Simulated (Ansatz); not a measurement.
AlV$_{2}$C in space group P6_3/mmc (No. 194; Al on 2c, V on 4f, C on 2a) at seven volumes, PBEsol (plane waves, PAW; program Ansatz), shape and atoms relaxed at each. One row is withheld.

```csv
V (Å³/atom),P (GPa)
10.630,21.46
10.980,13.17
11.331,6.06
11.681,0.01
12.031,-5.12
12.382,?
12.732,-13.18
```

Task: Fit the shown pressures and predict the withheld one.

Result: P = (3/2)B₀(x^(7/2) − x^(5/2))[1 + (3/4)(B′ − 4)(x − 1)] with x = (V₀/V)^(2/3). Least squares on the six rows gives V₀ = 11.683 Å³/atom, B₀ = 185 GPa, B′ = 4.37. At V = 12.382, x = 0.9620 and P = -9.47 GPa. The run itself gave -9.49 GPa.

Symmetry was held in the PBEsol relaxation; of distortions, only those at the zone centre were tested. No spin polarisation was allowed.

Potentials: the later of the program's two PAW sets.
